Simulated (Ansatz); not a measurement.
Mo3Ir (A15 (Cr3Si type), Pm-3n), plane-wave PAW PBEsol (Ansatz code), all energies at zero smearing, with the estimated change up to a 700 eV cutoff added, with one set of potentials and settings (totals compare only within such a set). Cell of 8 atoms (6 Mo, 2 Ir): -52983.691 eV.

```csv
element,reference phase,E (eV/atom)
Mo,"Im-3m, 1 atoms in the cell",-4897.4695
Ir,"Fm-3m, 1 atoms in the cell",-11799.0386
```

Formation energy per atom, worked out: (-52983.691 − 6×(-4897.4695) − 2×(-11799.0386))/8 = -0.100 eV/atom (-10 kJ per mol of atoms), at 0 K, without zero-point energy or fitted corrections.

The workflow started from a Materials Project entry (that database holds measured and hypothetical structures alike); the Crystallography Open Database copy checked does not list it. Its standing as an ambient phase is unchecked. Symmetry was held in the PBEsol relaxation; of distortions, only those at the zone centre were tested. No spin polarisation was allowed. The references are the lowest solids computed at this level, not always the standard phases. Spin–orbit coupling is left out wherever it is not named.

Potentials: the later of the program's two PAW sets.
